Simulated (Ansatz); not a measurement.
**Band table of Cd (hcp type)**

```yaml
crystal:
  lattice:
    - [2.92566, 0.00000, 0.00000]
    - [-1.46283, 2.53370, 0.00000]
    - [0.00000, 0.00000, 5.36826]
  atoms:
    - { symbol: Cd, position: [0.33333, 0.66667, 0.25000] }
    - { symbol: Cd, position: [0.66667, 0.33333, 0.75000] }
```

The base cell comes from a relaxation on PAW files under the same functional.

All numbers are LDA results (scalar-relativistic) from Ansatz 0.2.0, with a Γ-centred 16×16×9 k mesh, Fermi–Dirac smearing of 0.1 eV, no spin polarisation. Methods: LAPW: all electrons, basis error target 1 meV/atom.

Path points, in fractions of the reciprocal vectors: Γ (0.000, 0.000, 0.000), M (0.500, 0.000, 0.000), K (0.333, 0.333, 0.000), A (0.000, 0.000, 0.500), L (0.500, 0.000, 0.500), H (0.333, 0.333, 0.500). Levels in eV from the Fermi level; bands 9 to 22, counted from the lowest band of the run. The gap is zero, the pressure 0.02 GPa.

```
# k(1/Å) point b9 b10 b11 b12 b13 b14 b15 b16 b17 b18 b19 b20 b21 b22
0.000 Γ -10.22 -9.89 -9.50 -9.44 -9.44 -9.37 -9.37 -8.87 -8.87 -8.52 -8.52 -3.36 -2.75 11.36
0.177 - -10.16 -9.80 -9.49 -9.42 -9.38 -9.36 -9.32 -8.91 -8.89 -8.60 -8.52 -3.14 -2.68 11.55
0.354 - -10.03 -9.69 -9.55 -9.40 -9.23 -9.17 -9.06 -9.02 -8.94 -8.79 -8.51 -2.51 -2.46 10.01
0.531 - -9.99 -9.69 -9.54 -9.31 -9.27 -9.02 -9.01 -8.97 -8.95 -8.51 -8.29 -2.05 -1.58 7.28
0.709 - -10.10 -9.84 -9.57 -9.36 -9.12 -9.09 -9.06 -8.74 -8.70 -8.52 -7.23 -1.39 -0.43 4.65
0.886 - -10.23 -9.97 -9.79 -9.24 -9.21 -9.16 -8.82 -8.52 -8.49 -8.46 -5.88 -0.46 0.87 2.21
1.063 - -10.32 -10.06 -9.92 -9.32 -9.20 -9.11 -8.66 -8.53 -8.32 -8.28 -4.27 -0.39 1.14 2.20
1.240 M -10.35 -10.10 -9.97 -9.34 -9.21 -9.08 -8.61 -8.53 -8.25 -8.22 -2.71 -2.07 2.14 3.01
1.342 - -10.32 -10.07 -9.97 -9.34 -9.22 -9.08 -8.62 -8.54 -8.28 -8.24 -2.64 -2.03 2.20 3.07
1.444 - -10.25 -9.99 -9.95 -9.34 -9.25 -9.08 -8.68 -8.58 -8.33 -8.32 -2.43 -1.91 2.37 3.24
1.547 - -10.12 -9.92 -9.86 -9.33 -9.29 -9.08 -8.78 -8.62 -8.42 -8.40 -2.11 -1.71 2.65 3.52
1.649 - -9.97 -9.89 -9.71 -9.33 -9.33 -9.08 -8.92 -8.68 -8.53 -8.46 -1.69 -1.44 3.04 3.65
1.751 - -9.87 -9.79 -9.56 -9.36 -9.33 -9.08 -9.07 -8.73 -8.64 -8.53 -1.18 -1.10 2.50 3.54
1.854 - -9.85 -9.60 -9.47 -9.38 -9.34 -9.23 -9.07 -8.76 -8.69 -8.59 -0.68 -0.61 1.23 4.11
1.956 K -9.84 -9.46 -9.46 -9.37 -9.37 -9.34 -9.06 -8.77 -8.66 -8.66 -0.18 -0.18 0.21 4.61
2.160 - -9.84 -9.64 -9.58 -9.42 -9.28 -9.11 -9.11 -8.82 -8.74 -8.46 -2.41 1.10 1.59 2.66
2.365 - -9.79 -9.77 -9.69 -9.42 -9.23 -9.15 -9.00 -8.97 -8.67 -8.36 -4.50 0.70 2.06 2.82
2.569 - -9.79 -9.74 -9.63 -9.38 -9.35 -9.18 -9.02 -8.99 -8.60 -8.49 -6.29 -0.77 0.40 4.92
2.774 - -9.80 -9.74 -9.47 -9.37 -9.36 -9.21 -9.10 -8.91 -8.81 -8.55 -7.72 -1.77 -1.06 7.36
2.978 - -9.96 -9.68 -9.48 -9.45 -9.25 -9.14 -9.07 -9.06 -8.81 -8.75 -8.52 -2.36 -2.25 10.03
3.183 - -10.14 -9.78 -9.49 -9.39 -9.39 -9.37 -9.27 -8.92 -8.90 -8.63 -8.52 -3.06 -2.66 11.61
3.388 Γ -10.22 -9.89 -9.50 -9.44 -9.44 -9.37 -9.37 -8.87 -8.87 -8.52 -8.52 -3.36 -2.75 11.36
3.471 - -10.21 -9.89 -9.47 -9.44 -9.44 -9.37 -9.37 -8.86 -8.86 -8.52 -8.52 -3.97 -2.09 11.03
3.555 - -10.20 -9.90 -9.44 -9.44 -9.37 -9.37 -9.37 -8.84 -8.84 -8.53 -8.53 -4.75 -1.15 10.19
3.638 - -10.18 -9.91 -9.44 -9.44 -9.38 -9.38 -9.21 -8.82 -8.82 -8.55 -8.55 -5.49 -0.14 9.12
3.722 - -10.15 -9.94 -9.44 -9.44 -9.40 -9.40 -8.98 -8.78 -8.78 -8.57 -8.57 -6.18 0.91 7.95
3.806 - -10.12 -9.97 -9.44 -9.44 -9.41 -9.41 -8.74 -8.74 -8.67 -8.60 -8.60 -6.80 2.02 6.74
3.889 - -10.08 -10.00 -9.44 -9.44 -9.42 -9.42 -8.70 -8.70 -8.63 -8.63 -8.31 -7.37 3.16 5.53
3.973 A -10.04 -10.04 -9.43 -9.43 -9.43 -9.43 -8.66 -8.66 -8.66 -8.66 -7.87 -7.87 4.33 4.33
4.150 - -9.98 -9.98 -9.46 -9.46 -9.38 -9.38 -8.79 -8.79 -8.67 -8.67 -7.68 -7.68 4.45 4.45
4.327 - -9.84 -9.84 -9.51 -9.51 -9.24 -9.24 -8.99 -8.99 -8.69 -8.69 -7.22 -7.22 4.82 4.82
4.504 - -9.84 -9.84 -9.55 -9.55 -9.05 -9.05 -9.04 -9.04 -8.71 -8.71 -6.55 -6.55 5.39 5.39
4.681 - -9.95 -9.95 -9.67 -9.67 -8.88 -8.88 -8.88 -8.88 -8.65 -8.65 -5.62 -5.62 5.66 5.66
4.858 - -10.08 -10.08 -9.80 -9.80 -8.87 -8.87 -8.69 -8.69 -8.46 -8.46 -4.40 -4.40 3.57 3.57
5.036 - -10.18 -10.18 -9.89 -9.89 -8.88 -8.88 -8.57 -8.57 -8.30 -8.30 -2.95 -2.95 1.42 1.42
5.213 L -10.21 -10.21 -9.92 -9.92 -8.89 -8.89 -8.52 -8.52 -8.23 -8.23 -1.87 -1.87 0.09 0.09
5.315 - -10.18 -10.18 -9.91 -9.91 -8.91 -8.91 -8.52 -8.52 -8.27 -8.27 -1.79 -1.79 0.12 0.12
5.417 - -10.11 -10.11 -9.89 -9.89 -8.97 -8.97 -8.52 -8.52 -8.36 -8.36 -1.57 -1.57 0.20 0.20
5.519 - -9.99 -9.99 -9.84 -9.84 -9.05 -9.05 -8.54 -8.54 -8.47 -8.47 -1.21 -1.21 0.34 0.34
5.622 - -9.85 -9.85 -9.77 -9.77 -9.14 -9.14 -8.68 -8.68 -8.49 -8.49 -0.74 -0.74 0.54 0.54
5.724 - -9.78 -9.78 -9.63 -9.63 -9.22 -9.22 -8.84 -8.84 -8.51 -8.51 -0.19 -0.19 0.82 0.82
5.826 - -9.72 -9.72 -9.50 -9.50 -9.25 -9.25 -8.99 -8.99 -8.52 -8.52 0.41 0.41 1.19 1.19
5.929 H -9.70 -9.70 -9.47 -9.47 -9.23 -9.23 -9.07 -9.07 -8.53 -8.53 0.87 0.87 1.53 1.53
6.133 - -9.76 -9.76 -9.52 -9.52 -9.25 -9.25 -8.98 -8.98 -8.47 -8.47 -1.02 -1.02 2.59 2.59
6.338 - -9.81 -9.81 -9.59 -9.59 -9.19 -9.19 -9.00 -9.00 -8.40 -8.40 -3.08 -3.08 4.27 4.27
6.542 - -9.79 -9.79 -9.59 -9.59 -9.25 -9.25 -8.95 -8.95 -8.46 -8.46 -4.80 -4.80 6.29 6.29
6.747 - -9.71 -9.71 -9.58 -9.58 -9.30 -9.30 -8.91 -8.91 -8.64 -8.64 -6.12 -6.12 5.73 5.73
6.951 - -9.77 -9.77 -9.55 -9.55 -9.22 -9.22 -9.01 -9.01 -8.70 -8.70 -7.03 -7.03 4.98 4.98
7.156 - -9.96 -9.96 -9.47 -9.47 -9.36 -9.36 -8.82 -8.82 -8.67 -8.67 -7.62 -7.62 4.49 4.49
7.360 A -10.04 -10.04 -9.43 -9.43 -9.43 -9.43 -8.66 -8.66 -8.66 -8.66 -7.87 -7.87 4.33 4.33
```
